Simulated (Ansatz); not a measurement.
A geometry of BaF$_{2}$ away from equilibrium: step 8 of the relaxation of a relaxed BaF2 cell deformed by the Cartesian strain tensor (xx, yy, zz, yz, xz, xy) = (-0.032, -0.097, 0.012, -0.048, 0.065, 0.134). These are PBE (plane waves to 420 eV, PAW, scalar-relativistic; Ansatz, an electronic-structure program) values and carry that method's errors. Γ-centred k-mesh 8×7×6 on the run's cell (coarser than for final values), Fermi–Dirac smearing 0.05 eV.

```xyz
3
Lattice="0.2488 2.9160 3.0816 3.1525 0.0866 3.2418 3.2424 3.1670 -0.0025" Properties=species:S:1:pos:R:3 pbc="T T T"
Ba     0.0000     0.0000     0.0000
F      1.7108     1.4982     1.4915
F      4.9330     4.6713     4.8294
```

Q: Which atoms carry the largest force, and which way does it point?

A: 0.01 eV/Å, on F2, F3 (atoms numbered as listed); on F2 its components are (0.00, 0.00, 0.00).

Q: What is the pressure?

A: +2.8 GPa, compression positive.

Q: How far above the relaxed end point is this geometry?

A: 0.04 eV/atom; the path ends in Fm-3m (No. 225) (fluorite type).

No spin polarisation in the result.

The run could not lose the symmetry of its start.
